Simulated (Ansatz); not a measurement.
This trial cell of Sn2Bi3O3 was written down by chemical analogy (I4/mmm, No. 139). Its size is a guess.

```
Sn Bi O
1.0
    -1.95000    1.95000   11.05000
     1.95000   -1.95000   11.05000
     1.95000    1.95000  -11.05000
Sn Bi O
2 3 3
Direct
  0.60200 0.60200 0.00000
  0.39800 0.39800 0.00000
  0.19300 0.19300 0.00000
  0.80700 0.80700 0.00000
  0.00000 0.00000 0.00000
  0.75000 0.25000 0.50000
  0.25000 0.75000 0.50000
  0.50000 0.50000 0.00000
```

The calculation used DFT PBE, scalar-relativistic, plane waves, PAW (Ansatz). Cutoff 420 eV, Gaussian smearing, Γ-centred meshes. Cell and atoms relax first on a coarse mesh, the cell is then made exact in the group found at 0.06 to 0.08 Å, and last on a converged mesh; the steps can't lower the symmetry of their start. No spin polarisation.

A guess keeps its type if space group and coordination stay and the shape of the cell changes little (axis ratios within about 15 %, angles within 6°); the volume may change.

Problem. Will the relaxed cell still be of the starting type?

Solution. It keeps its type. The symmetry stays I4/mmm (No. 139). The volume per atom grows by 2.0 %, from 21.0 to 21.4 Å³. The shortest distance goes from 2.25 Å (Sn–O) to 2.20 Å (Sn–O). The ratio c/a of the conventional cell changes by a factor of 1.00. Counting neighbours within 15 % of an atom's shortest distance, the start has Bi 4, O 2/4, Sn 1 and the end Bi 4, O 2/4, Sn 1.

The last run used a 12×12×12 mesh for its 8-atom cell and Gaussian smearing of 0.10 eV. Spin–orbit coupling, which can matter for Bi, is left out. An odd number of electrons in the primitive cell allows no gap without spin; a larger cell or a magnetic state could open one. A structure relaxed within its symmetry needn't be a true minimum. Another cell of the same search, in Pm, lies 222 meV/atom lower, so this cell isn't the stable form at this level.

In counts of neighbours, a slash parts the counts of unlike sites.
